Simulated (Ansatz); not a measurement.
An Ansatz (a first-principles code) run. Input:

Ansatz 0.2 input:
```yaml
crystal:
  lattice:
    - [4.0685938774, 0.0, 0.0]
    - [0.0, 4.0685938774, 0.0]
    - [0.0, 0.0, 4.0685938774]
  atoms:
    - { symbol: Cs, position: [0.0, 0.0, 0.0] }
    - { symbol: Cl, position: [0.5, 0.5, 0.5] }
kpoints:
  mp_grid: { grid: [5, 5, 5] }
hamiltonian:
  xc: hse06
  pseudopotentials: { azcp: { folder: ./paw }, kind: paw }
scf:
  n_extra_bands: 6
  occupations: { method: fixed }
output:
  eigenvalues: true
  eigenstates:
    e_range: [-9.0, 15.8]
    kpoints:
      - [0.0, 0.0, 0.0]  # VBM
      - [0.0, 0.0, 0.0]  # CBM
      - [0.0, 0.0, 0.0]  # GAMMA
      - [0.5, 0.5, 0.5]  # R
      - [0.5, 0.5, 0.0]  # M
      - [0.0, 0.5, 0.0]  # X
```

Output (shortened):

```
Pseudopotential: Cs, paw, valence charge 9
Pseudopotential: Cl, paw, valence charge 7
Functional definition: HSE06
davidson cushion auto → on  (no smearing: the cushion is to keep the highest requested band from converging to the state above it …
Crystal: 2 atoms, lattice volume = 67.349 Å³
Basis set: ecut = 420 eV, 1357 PW (Γ)
Bands: 14, of which v1, the nominal top of the filled ones, is band 8 counted from 1 (7 counted from 0)
Symmetry: 48 space group operations
Space group: Pm-3m (ITA 221), of the structure as read, at distance tolerance 4.1e-5 Å
k-points: 10 of 125
SCF iter   1: F=—  HF=-6754.801054 eV  |F-HF|=—  |Δ(HF+E_count)|=         —  Δρ=3.71e-2  dr2=1.64e0  ethr=1.00e-1  ⟨swp⟩=6.4  Hψ=547  notcnv=0
preconditioner: auto → none
iter 2 solved again at ethr=8.13e-4 eV; its pass at ethr=1.03e-2 eV (dr2=1.30e-1 eV) is discarded
SCF iter   2: F=—  HF=-6754.267105 eV  |F-HF|=—  |Δ(HF+E_count)|=   5.34e-1  Δρ=1.17e-2  dr2=1.30e-1  ethr=8.13e-4  ⟨swp⟩=3.6  Hψ=806  notcnv=0
SCF iter   3: F=—  HF=-6754.234257 eV  |F-HF|=—  |Δ(HF+E_count)|=   3.28e-2  Δρ=4.03e-3  dr2=9.25e-3  ethr=8.13e-4  ⟨swp⟩=3.0  Hψ=351  notcnv=0
SCF iter   4: F=-6754.238601 eV  HF=-6754.238347 eV  |F-HF|=2.54e-4  |Δ(HF+E_count)|=   4.09e-3  Δρ=8.42e-4  dr2=2.83e-4  ethr=5.78e-5  ⟨swp⟩=4.3  Hψ=469  notcnv=0
SCF 1 stopped early in 4 iterations: F = -6754.238601 eV  dr2 = 2.83e-4
Crystal: 2 atoms, lattice volume = 67.349 Å³
Exchange kernel: α = 0.2500, screened, ω = 0.2079 Å⁻¹, Wigner–Seitz truncation, v(0) = 1045.6082 eV·Å³, q-mesh 5×5×5, nearest image of the exchange supercell L …
Frozen-core exchange: fock
SCF iter   1: F=—  HF=-6759.987708 eV  |F-HF|=—  |Δ(HF+E_count)|=         —  Δρ=2.85e-3  dr2=4.31e-3  ethr=1.77e-5  ⟨swp⟩=7.6  Hψ=709  notcnv=0
preconditioner: auto → none
SCF iter   2: F=—  HF=-6759.987129 eV  |F-HF|=—  |Δ(HF+E_count)|=   5.79e-4  Δρ=1.32e-3  dr2=9.01e-4  ethr=1.77e-5  ⟨swp⟩=3.0  Hψ=380  notcnv=0
SCF iter   3: F=—  HF=-6759.988881 eV  |F-HF|=—  |Δ(HF+E_count)|=   1.75e-3  Δρ=1.62e-4  dr2=1.49e-5  ethr=4.51e-6  ⟨swp⟩=3.5  Hψ=431  notcnv=0
SCF iter   4: F=-6759.988896 eV  HF=-6759.988896 eV  |F-HF|=4.62e-7  |Δ(HF+E_count)|=   1.56e-5  Δρ=4.07e-5  dr2=9.36e-7  ethr=8.38e-8  ⟨swp⟩=5.0  Hψ=549  notcnv=0
SCF 2 stopped early in 4 iterations: F = -6759.988896 eV  dr2 = 9.36e-7
hybrid outer 1: dexx = +1.901e-3 eV, tail = 7.08e-6 eV
Crystal: 2 atoms, lattice volume = 67.349 Å³
Exchange kernel: α = 0.2500, screened, ω = 0.2079 Å⁻¹, Wigner–Seitz truncation, v(0) = 1045.6082 eV·Å³, q-mesh 5×5×5, nearest image of the exchange supercell L …
Frozen-core exchange: fock
SCF iter   1: F=—  HF=-6759.988971 eV  |F-HF|=—  |Δ(HF+E_count)|=         —  Δρ=2.41e-5  dr2=1.42e-7  ethr=2.21e-7  ⟨swp⟩=3.0  Hψ=332  notcnv=0
preconditioner: auto → none
SCF iter   2: F=-6759.988971 eV  HF=-6759.988971 eV  |F-HF|=3.83e-9  |Δ(HF+E_count)|=   3.93e-8  Δρ=1.16e-5  dr2=3.17e-8  ethr=7.71e-10  ⟨swp⟩=5.0  Hψ=574  notcnv=0
SCF 3 converged in 2 iterations: F = -6759.988971 eV  dr2 = 3.17e-8
hybrid outer 2: dexx = +1.112e-7 eV, tail = 6.60e-8 eV, Δε = 1.00e-3 eV (about 1.03e-4 eV left of the loop's levels)
NSCF: frozen V_eff on 6 k-points
hybrid SCF converged: 2 outer / 6 inner (+4 warm-up), last move |dexx| = 1.11e-7 eV, tail = 6.60e-8 eV
Stability not checked (fock_operator)
Free energy (F): -6759.988971 eV
Frozen-core exchange: fock
Harris-Foulkes:  -6759.988971 eV  (|F-HF|=3.83e-9)
Internal energy: -6759.988971 eV  (E = F + TS)
E sigma→0 (E₀):  -6759.988971 eV
Fermi energy:    2.437400 eV
--- Per-component energies (eV) ---
  E_band       = -69.265119
  E_kinetic    = 298.489617
  E_local      = -399.748433  (includes V_loc(G=0)·N_el)
  E_nonlocal   = 54.097019
  E_hartree    = 133.021507
  E_xc         = -231.667933
  E_vxc        = -205.228149  (∫ρ·V_xc dr)
  E_exx        = -31.631201  (= α·E_x^exact, valence–valence)
  E_paw        = -5750.754240  (= ΣΔE_a)
  E_vpaw       = -19.655533  (= ΣTr[D̂ρ^β])
  E_aug_tail   = 0.000107  (compensation charges beyond the density's cutoff)
  E_ewald      = -831.526459
  E_core_change = -0.268955  (= ΣΔE_core)
  E_smearing   =  0.000000  (= −TS)
  E_closure    = 0.000000  (closes the sum)
  Σ components = -6759.988971   (vs F -6759.988971, Δ=0.00e0)
  [band-id]    e_kinetic+e_local+e_nonlocal+2·e_hartree+e_vxc+2·e_exx+e_vpaw+e_augmentation_tail = -69.264760   (vs E_band -69.265119, Δ=3.59e-4)
--- Band table (eV; the first three rows and the last of 10) ---
  k-point 0: bands = ["-18.0697", "-10.9572", "-3.5276", "-3.5276", "-3.5276", "2.4374", "2.4374", "2.4374", "9.0804", "9.0804", "9.2285", "14.1695", "14.1695", "14.1695"]
  k-point 1: bands = ["-18.0320", "-10.9778", "-3.7497", "-3.4648", "-3.4648", "1.9242", "2.3407", "2.3407", "9.3668", "9.9713", "10.2591", "13.8452", "13.8452", "14.4186"]
  k-point 2: bands = ["-17.9695", "-11.0167", "-4.0615", "-3.3583", "-3.3583", "1.2326", "2.1759", "2.1759", "10.0501", "11.3999", "12.5003", "13.1460", "13.6568", "13.6568"]
  k-point 9: bands = ["-17.8081", "-10.7959", "-4.1407", "-4.0944", "-4.0944", "1.3276", "1.3276", "1.5346", "11.7214", "12.4390", "12.4390", "13.9058", "13.9058", "14.0748"]
```

Cost: around 110 core-seconds (rough) on shared cores.

The points marked VBM and CBM come from a semilocal run.

The cell was relaxed with PBEsol under the symmetry of its start. Spin–orbit coupling is left out wherever it is not named.

Potentials: the earlier of the program's two PAW sets. The files were generated under PBE; for other functionals the program regenerates the frozen cores, and for LDA and PBEsol the local potential too.

Ansatz is a plane-wave DFT program.
